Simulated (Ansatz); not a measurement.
**Os: computed property card**

Os:
```cif
data_Os
_chemical_formula_sum 'Os1'
_space_group_name_H-M_alt 'P 1'
_space_group_IT_number 1
_cell_length_a 2.68864
_cell_length_b 2.68864
_cell_length_c 2.68864
_cell_angle_alpha 60.000
_cell_angle_beta 60.000
_cell_angle_gamma 60.000
loop_
_space_group_symop_operation_xyz
  'x, y, z'
loop_
_atom_site_label
_atom_site_type_symbol
_atom_site_fract_x
_atom_site_fract_y
_atom_site_fract_z
_atom_site_occupancy
Os1 Os 0.00000 0.00000 0.00000 1
```

Space group Fm-3m (No. 225), fcc (Cu type); conventional cell a = 3.802 Å, b = 3.802 Å, c = 3.802 Å, α = 90.00°, β = 90.00°, γ = 90.00°.

Method: DFT-LDA in the program Ansatz with PAW potentials. The cell and atoms are relaxed at this level. Other levels are named where they apply.

### Cell and energy

- Volume per atom: 13.74 Å³
- Density: 22.98 g/cm³

### Electronic structure

Electronic character: metallic (no gap)
Density of states at the Fermi level: 0.70 states/eV per atom (mean over ±0.08 eV)

### Mechanics

* **Bulk modulus (Birch–Murnaghan fit)**: 440 GPa
* **Pressure derivative B′**: 4.7
* **Elastic constants (relaxed ions, GPa)**: C11 = 677, C12 = 324, C44 = 354
* **Mechanical stability**: stable (all eigenvalues of C positive)
* **Hill bulk and shear moduli**: 442 and 268 GPa
* **Young's modulus**: 668 GPa
* **Poisson's ratio**: 0.25
* **Debye temperature from the elastic constants**: 471 K

The workflow started from an entry of the Crystallography Open Database (COD), which files this formula under 2 space groups. It is not the phase usual at ambient conditions (space group No. 194). Symmetry was held in the LDA relaxation; whether a distortion lowers the energy is not shown. No spin polarisation was allowed. As this level gives no gap, shear constants depend on the k-mesh and smearing (Fermi–Dirac, 0.1 eV here). Scalar-relativistic: spin–orbit coupling is off unless named, which matters more the heavier the elements.

Potentials: the earlier of the program's two PAW sets. The files were generated under PBE; for other functionals the program regenerates the frozen cores, and for LDA and PBEsol the local potential too.
